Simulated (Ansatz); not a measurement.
Relaxation of a randomly generated symmetric cell of Sb (space group No. 47); 1 atom in the cell, which starts as Pmmm (No. 47), oP1; a = 2.306 Å, b = 3.088 Å, c = 4.386 Å, α = 90.00°, β = 90.00°, γ = 90.00°. Level of theory: PBEsol (plane waves to 420 eV, PAW, scalar-relativistic; Ansatz, an electronic-structure program). Γ-centred k-mesh 14×11×8 on the run's cell (coarser than for final values), Fermi–Dirac smearing 0.05 eV. This is the first round of the run. 

The optimiser's lines from the output (shortened; P is positive under compression):

```
relax step   1: F+E_penalty+E_count = -6405.98066501 eV  Δ(F+E_penalty+E_count) = +0.000e0 eV  max|allowed force component| = 0.000e0 eV/Å  Δτ_max = 0.0000 Å  P = +33.216 GPa  Ω = 31.229 Å³  (6 SCF iters, dr2 threshold 1.00e-7 eV, accepted)
relax step   2: F+E_penalty+E_count = -6406.72414291 eV  Δ(F+E_penalty+E_count) = -7.435e-1 eV  max|allowed force component| = 0.000e0 eV/Å  Δτ_max = 0.0000 Å  P = +19.119 GPa  Ω = 32.759 Å³  (5 SCF iters, dr2 threshold 1.00e-7 eV, accepted)
relax step   3: F+E_penalty+E_count = -6407.14971685 eV  Δ(F+E_penalty+E_count) = -4.256e-1 eV  max|allowed force component| = 0.000e0 eV/Å  Δτ_max = 0.0000 Å  P = +10.670 GPa  Ω = 34.110 Å³  (5 SCF iters, dr2 threshold 1.00e-7 eV, accepted)
relax step   4: F+E_penalty+E_count = -6407.40768498 eV  Δ(F+E_penalty+E_count) = -2.580e-1 eV  max|allowed force component| = 0.000e0 eV/Å  Δτ_max = 0.0000 Å  P = +5.314 GPa  Ω = 35.280 Å³  (5 SCF iters, dr2 threshold 1.00e-7 eV, accepted)
relax step   5: F+E_penalty+E_count = -6407.63274346 eV  Δ(F+E_penalty+E_count) = -2.251e-1 eV  max|allowed force component| = 0.000e0 eV/Å  Δτ_max = 0.0000 Å  P = +1.830 GPa  Ω = 34.729 Å³  (5 SCF iters, dr2 threshold 1.00e-7 eV, accepted)
relax step   6: F+E_penalty+E_count = -6407.77087831 eV  Δ(F+E_penalty+E_count) = -1.381e-1 eV  max|allowed force component| = 0.000e0 eV/Å  Δτ_max = 0.0000 Å  P = -0.128 GPa  Ω = 33.356 Å³  (5 SCF iters, dr2 threshold 1.00e-7 eV, accepted)
relax step   7: F+E_penalty+E_count = -6407.84627391 eV  Δ(F+E_penalty+E_count) = -7.540e-2 eV  max|allowed force component| = 0.000e0 eV/Å  Δτ_max = 0.0000 Å  P = -0.528 GPa  Ω = 31.795 Å³  (5 SCF iters, dr2 threshold 1.00e-7 eV, accepted)
relax step   8: F+E_penalty+E_count = -6407.93548532 eV  Δ(F+E_penalty+E_count) = -8.921e-2 eV  max|allowed force component| = 0.000e0 eV/Å  Δτ_max = 0.0000 Å  P = -0.209 GPa  Ω = 30.235 Å³  (5 SCF iters, dr2 threshold 1.00e-7 eV, accepted)
relax step   9: F+E_penalty+E_count = -6408.02751377 eV  Δ(F+E_penalty+E_count) = -9.203e-2 eV  max|allowed force component| = 0.000e0 eV/Å  Δτ_max = 0.0000 Å  P = +0.582 GPa  Ω = 28.829 Å³  (5 SCF iters, dr2 threshold 1.00e-7 eV, accepted)
relax step  10: F+E_penalty+E_count = -6408.09319442 eV  Δ(F+E_penalty+E_count) = -6.568e-2 eV  max|allowed force component| = 0.000e0 eV/Å  Δτ_max = 0.0000 Å  P = +0.685 GPa  Ω = 28.088 Å³  (5 SCF iters, dr2 threshold 1.00e-7 eV, accepted)
relax step  11: F+E_penalty+E_count = -6408.09931227 eV  Δ(F+E_penalty+E_count) = -6.118e-3 eV  max|allowed force component| = 0.000e0 eV/Å  Δτ_max = 0.0000 Å  P = -0.062 GPa  Ω = 28.262 Å³  (4 SCF iters, dr2 threshold 1.00e-7 eV, accepted)
relax step  12: F+E_penalty+E_count = -6408.09993813 eV  Δ(F+E_penalty+E_count) = -6.259e-4 eV  max|allowed force component| = 0.000e0 eV/Å  Δτ_max = 0.0000 Å  P = +0.041 GPa  Ω = 28.281 Å³  (3 SCF iters, dr2 threshold 1.00e-7 eV, accepted)
relax step  13: F+E_penalty+E_count = -6408.09995010 eV  Δ(F+E_penalty+E_count) = -1.197e-5 eV  max|allowed force component| = 0.000e0 eV/Å  Δτ_max = 0.0000 Å  P = -0.022 GPa  Ω = 28.299 Å³  (3 SCF iters, dr2 threshold 4.38e-8 eV, accepted)
relax step  14: F+E_penalty+E_count = -6408.09995380 eV  Δ(F+E_penalty+E_count) = -3.705e-6 eV  max|allowed force component| = 0.000e0 eV/Å  Δτ_max = 0.0000 Å  P = +0.009 GPa  Ω = 28.289 Å³  (2 SCF iters, dr2 threshold 6.90e-9 eV, accepted)
relax step  15: F+E_penalty+E_count = -6408.12315326 eV  Δ(F+E_penalty+E_count) = -2.320e-2 eV  max|allowed force component| = 0.000e0 eV/Å  Δτ_max = 0.0000 Å  P = +1.150 GPa  Ω = 28.289 Å³  stress off target by 3.17e0 GPa  SCF on the basis re-selected at this cell (its energy is not comparable with the rows above)  (6 SCF iters)
relax step  16: F+E_penalty+E_count = -6408.12805364 eV  Δ(F+E_penalty+E_count) = -4.900e-3 eV  max|allowed force component| = 0.000e0 eV/Å  Δτ_max = 0.0000 Å  P = +0.175 GPa  Ω = 28.703 Å³  (3 SCF iters, dr2 threshold 1.00e-7 eV, accepted)
relax step  17: F+E_penalty+E_count = -6408.12830352 eV  Δ(F+E_penalty+E_count) = -2.499e-4 eV  max|allowed force component| = 0.000e0 eV/Å  Δτ_max = 0.0000 Å  P = -0.012 GPa  Ω = 28.781 Å³  (3 SCF iters, dr2 threshold 1.00e-7 eV, accepted)
relax step  18: F+E_penalty+E_count = -6408.12877435 eV  Δ(F+E_penalty+E_count) = -4.708e-4 eV  max|allowed force component| = 0.000e0 eV/Å  Δτ_max = 0.0000 Å  P = -0.017 GPa  Ω = 28.786 Å³  (3 SCF iters, dr2 threshold 1.00e-7 eV, accepted)
relax step  19: F+E_penalty+E_count = -6408.12877741 eV  Δ(F+E_penalty+E_count) = -3.058e-6 eV  max|allowed force component| = 0.000e0 eV/Å  Δτ_max = 0.0000 Å  P = -0.001 GPa  Ω = 28.780 Å³  (3 SCF iters, dr2 threshold 6.56e-9 eV, accepted)
relax step  20: F+E_penalty+E_count = -6408.12882993 eV  Δ(F+E_penalty+E_count) = -5.251e-5 eV  max|allowed force component| = 0.000e0 eV/Å  Δτ_max = 0.0000 Å  P = -0.001 GPa  Ω = 28.780 Å³  stress off target by 7.34e-3 GPa  SCF on the basis re-selected at this cell (its energy is not comparable with the rows above)  (5 SCF iters)
```

From the first to the last row the energy changes by -2.15 eV/atom and the volume by -7.8 %. The last row is marked as not comparable with the walk above it, whose basis was carried along; it does compare with step 1, since both stand on a basis selected at the nominal cutoff for their own cell.

Energy and pressure jump between steps 14 and 15 at one geometry, where the plane-wave basis was selected anew. While the cell walks, the set of plane waves is carried along, so its effective cutoff drifts with the strain; re-selecting it at 420 eV moved the energy by -0.023 eV/atom and the pressure by 1.1 GPa. Only step 1 and rows on a re-selected basis compare with each other.

Later rounds, restarted from the end of this one on a renewed k-mesh, logged 8 more steps and released under 0.01 eV/atom more. The final structure after all rounds: Pm-3m (No. 221), cP1, AFLOW prototype A_cP1_221_a (A_h); a = 3.059 Å, b = 3.059 Å, c = 3.059 Å, α = 90.00°, β = 90.00°, γ = 90.00°. Between re-selections the logged energies stand on a plane-wave basis carried along with the cell. No spin polarisation in the result. The relaxed primitive cell holds an odd number of electrons. A magnetic state may lie lower.

The run could not lose the symmetry of its start: the end is stationary, and may be a saddle point rather than a minimum.

The relaxed structure here is a generated cell of Sb: the first start was made by a random draw of sites in a space group, and the end was not matched to a known phase here, so it may be hypothetical. Known forms of Sb include space group No. 166.
